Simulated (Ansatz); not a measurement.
RbBr (rock salt) was relaxed and computed twice in Ansatz (plane waves, PAW), once with HSE06 and once with LDA.

```json
[
 {"": "cell", "run 1": "a = b = c = 6.668 Å, α = β = γ = 90.00°", "run 2": "a = 6.975 Å, b = 6.975 Å, c = 6.975 Å, α = 90.00°, β = 90.00°, γ = 90.00°"},
 {"": "gap (eV)", "run 1": "4.16", "run 2": "5.38"},
 {"": "B₀ by P(V) fit (GPa)", "run 1": "18.4", "run 2": "12.6"}
]
```

Which run used which functional?

Run 1 is LDA, run 2 is HSE06.

All cells were relaxed under the symmetry of their starts (and spin orders); stability against distortions was not tested throughout. Spin–orbit coupling is left out wherever it is not named.

Potentials: the later of the program's two PAW sets.

Ansatz (an electronic-structure program) is a plane-wave DFT program.
